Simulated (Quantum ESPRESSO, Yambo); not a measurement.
For AlO2H (space group Pmn2_1, No. 31), Yambo gives the independent-particle static dielectric constant along x as 3.15 on PBEsol bands and 2.82 after a scissor of 2.35 eV widens every gap (10×6×6 mesh, 49 bands, 3 Ry local-field block, 0.2 eV broadening). Axes are Cartesian, with cell vectors (Å) (2.86, 0.00, 0.00), (0.00, 4.26, 0.00), (0.00, 0.00, 4.77).

### Question
A scissor keeps the position matrix elements. In a one-oscillator model, how does ε − 1 scale, and what mean transition energy do the two values imply?

### Answer
Each transition adds |r|²/E to ε − 1, so ε − 1 ∝ 1/(E0 + Δ). Then (2.82 − 1)/(3.15 − 1) = E0/(E0 + Δ) = 0.847, and E0 = Δ(ε' − 1)/(ε − ε') = 13.0 eV. The computed Im ε, weighted by 1/E up to 20 eV, has its mean at 12.6 eV; the smallest direct PBEsol gap is 5.60 eV. The scissor comes from a G0W0 run whose convergence isn't established. Convergence of the RPA response with its 10×6×6 mesh was not tested.

Bands from Quantum ESPRESSO.

Geometry of the Materials Project entry, not relaxed at this level; primitive cell a = 2.8615 Å, b = 4.2635 Å, c = 4.7700 Å, α = β = γ = 90.00°.
